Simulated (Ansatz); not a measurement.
Na₂Se₂O₇: 23Na nuclear quadrupole resonance

Cell: a computed structure from the Materials Project (it need not be an observed phase) whose atoms were relaxed with PBE, the cell held.

Space group P-1 (No. 2); a = 6.9403, b = 6.9488, c = 7.0458 Å, α = 82.50°, β = 65.27°, γ = 82.05°.

```
site  Wyckoff  site symmetry       x       y       z
 Na1       2i              1  0.2668  0.6463  0.6043
 Na3       2i              1  0.7442  0.9259  0.7638
 Se5       2i              1  0.7550  0.8635  0.2784
 Se7       2i              1  0.2020  0.5963  0.1342
  O9       2i              1  0.6334  0.9731  0.1336
 O11       2i              1  0.6320  0.6926  0.4535
 O13       2i              1  0.8424  0.0120  0.3826
 O15       2i              1  0.2602  0.7311  0.2721
 O17       2i              1  0.0991  0.3963  0.2649
 O19       2i              1  0.3654  0.5753  0.8905
 O21       2i              1  0.9830  0.7449  0.0802
```

One atom of each set is listed.

The numbers come from a DFT calculation in Ansatz (PBE, plane waves and PAW, scalar-relativistic, 420 eV cutoff, Γ-centred 4×3×3 k-points, Fermi–Dirac smearing 0.02 eV).

23Na: I = 3/2, Q = 104.0 mb (year-2017 value). Static lattice, zero field.

Task: Predict the zero-field 23Na lines of each site.

Result: For I = 3/2 there is one line, ν = (|C_Q|/2)(1 + η²/3)^½.

```
site  atoms  V_zz (10²¹ V/m²)  C_Q (MHz)     η  line frequencies (MHz)
 Na1      2             -0.38     -0.954  0.61                   0.506
 Na3      2             -0.82      -2.07  0.73                    1.13
```

The relaxation (7 steps) took 4 min of wall time (7.9 min of CPU time) and 1 GiB at its peak, on 2 threads of Arm Neoverse N1 (aarch64; 36 cores open to the job, memory cap 5.0 GiB, no GPU), a shared host with a load of 0.9 a core.
